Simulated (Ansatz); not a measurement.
CoW (rock salt, Fm-3m) under volume change, DFT-PBEsol in the program Ansatz with PAW potentials, scaled uniformly.

| V (Å³/atom) | E − E(relaxed) (meV/atom) | P (GPa) |
|---|---|---|
| 12.737 | (withheld) | (withheld) |
| 13.157 | 45.1 | 18.18 |
| 13.577 | 10.6 | 8.35 |
| 13.996 | 0.0 | -0.01 |
| 14.416 | 9.6 | -7.11 |
| 14.836 | (withheld) | (withheld) |
| 15.256 | 77.7 | -18.27 |

Q: What belongs in the gaps?

A: 
- 14.836, E − E(relaxed) (meV/atom): 36.3
- 14.836, P (GPa): -13.15
- 12.737, E − E(relaxed) (meV/atom): 107.5
- 12.737, P (GPa): 29.75

Q: What does a third-order Birch–Murnaghan fit give for V₀, B₀ and B′?

A: V₀ = 14.00 Å³/atom, B₀ = 256 GPa, B′ = 4.4.

The start of the workflow was typed in or built on a structure type; neither database checked (COD, Materials Project) lists it. Whether it is the stable phase at ambient conditions was not checked. Symmetry was held in the PBEsol relaxation. At this level the phase is mechanically unstable. The workflow began spin-polarised and lost its moments. Its formation energy is positive at this level, so the cell may be metastable or incomplete. Scalar-relativistic: spin–orbit coupling is off unless named, which matters more the heavier the elements.

Potentials: the earlier of the program's two PAW sets. The files were generated under PBE; for other functionals the program regenerates the frozen cores, and for LDA and PBEsol the local potential too.
